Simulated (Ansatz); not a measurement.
**Structure map: energy, volume and gap of polymorphs**

Relaxing one composition in several structure types shows which are competitive, which pressure would favour, and how volume and gap change with structure.

Si, diamond serves as the reference. The reference is the lowest phase computed, which need not be the stable form in nature.

Methods, by column (Ansatz, a plane-wave PAW program): energy: r²SCAN, total energy at 0 K with the change to a 700 eV cutoff added (comparable within one formula alone); volume per atom: r²SCAN, relaxed cell; gap: r²SCAN; bulk modulus: r²SCAN, equation-of-state fit.

Model: ΔE = E − E_ref; ΔV = V − V_ref; temperature scale ΔE/k_B = 11.605 K/meV × ΔE.

```
crystal                 E (eV/atom)  V (Å³/atom)  gap (eV)  B₀ (GPa)  ΔE (meV/atom)  ΔV (Å³/atom)  ΔE/k_B (K)
----------------------  -----------  -----------  --------  --------  -------------  ------------  ----------
Si, diamond, reference     −639.067        20.17      0.77      96.8            0.0          0.00           0
Si, I4/mmm tI8             −638.950        21.28      0.38      88.1          117.0          1.11        1400
Si, simple cubic           −638.592        16.07      0.00       104          475.0         −4.10        5500
Si, I4/mmm tI4             −638.701        17.46      0.00         –          366.0         −2.71        4200
```

Model phases, started by placing the elements on a structure type or from a typed cell, with no claim that they are known: Si, simple cubic; Si, I4/mmm tI4. Runs started from generated or typed cells of the structure named: Si, diamond. No claim is made that these are known or stable phases: Si, I4/mmm tI8. No gap (0.00) means none at this level, which can close a small real gap. Spin–orbit coupling is left out unless named.

The steps for Si, I4/mmm tI8:

ΔE = 1000 × (−638.950 − (−639.067)) = 117.0 meV/atom; ΔV = 21.28 − 20.17 = 1.11 Å³/atom; ΔE/k_B: 11.605 × 117.0 = 1400 K.

Ranking by ΔE, lowest first: Si, diamond (0.0 ± 5.0), Si, I4/mmm tI8 (117.0 ± 5.0), Si, I4/mmm tI4 (366.0 ± 5.0), Si, simple cubic (475.0 ± 5.0). The ± follows from allowances picked for this note (energy 0.004 eV/atom, 3 meV/atom on the figure itself), carried to first order and added in quadrature, each row's own inputs moving alone; ≈ joins neighbours closer than their two ± added in quadrature.

Denser than the reference, so favoured by pressure; with fixed volumes the enthalpies cross at P ≈ 0.1602 ΔE/|ΔV|: Si, simple cubic 0.1602 × 475.0/4.10 = 19 GPa, Si, I4/mmm tI4 0.1602 × 366.0/2.71 = 22 GPa. Each is against the reference alone, so another phase may come first, and differences in compressibility move them.

Vibrational free energy is left out, and phases that were not computed could lie lower. Rows are a sample of the computed phases of this formula. Limits of the draw: a spread of over 30 meV/atom, none over 0.9 eV/atom above the reference, within 8 meV/atom of the lowest or within 3 meV/atom of a neighbour. As a rule kept out of such tables: 4f compounds, open-shell compounds run without a Hubbard term, cells found unstable in the tests at hand, cells close to a higher symmetry, and runs set to a pressure or over 12 % in volume from the crystal's fullest run. A dash marks a value that is not given here.
